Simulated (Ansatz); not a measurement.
Relaxed Nb (bcc, W type):

```
Nb
1.0
   -3.30962     3.30962     3.30962
    1.65481    -1.65481     1.65481
    1.65481     1.65481    -1.65481
Nb
2
Direct
  0.00000   0.00000   0.00000
  0.50000   0.00000   0.00000
```

In this cell atom 2 (Nb, nearest neighbour Nb at 2.866 Å; its periodic images, 2.9 Å or more away, move with it) is moved by s along Cartesian x, unit vector (1.000, 0.000, 0.000); all other atoms and the cell stay fixed.

These are PBE (plane waves to 420 eV, PAW, scalar-relativistic; Ansatz, a first-principles code) values and carry that method's errors. k mesh 8×16×16 (Γ-centred), Fermi-Dirac smearing 0.05 eV. The energy includes the smearing's −TS. With partly filled bands, energies and forces of such displacements shift with the k mesh and the smearing. On this mesh the relaxed cell isn't quite at rest: it carries a pressure of -0.1 GPa (compression positive) at the zero of the scan. Nb is run without spin polarisation. Nb was relaxed with its symmetry unable to fall. The zero of ΔE is the undisplaced structure. The last digit holds for this mesh only.

```csv
s (Å),ΔE (meV/cell)
-0.570,505.2
-0.456,366.6
-0.342,withheld
-0.228,116.3
-0.114,31.8
0.000,0.0
0.114,31.8
0.228,116.3
0.342,withheld
0.456,366.6
0.570,505.2
```

Fit an even polynomial form (powers 2, 4, 6) to the given rows and predict ΔE at s = 0.342.

Least squares on the 9 given rows: ΔE = (2452)·s² + (-4300)·s⁴ + (4734)·s⁶, in meV/cell with s in Å; root-mean-square residual 0.33 meV/cell. At 0.342 the fit gives 235.5 meV/cell; the calculation gives 234.0 meV/cell, so the interpolation is off by 1.5 (+0.6 %). The quadratic term alone would give 286.8 meV/cell.

(For displaced atoms, the force is minus the slope of the energy, and its curvature is a force constant, which sets phonon frequencies.)
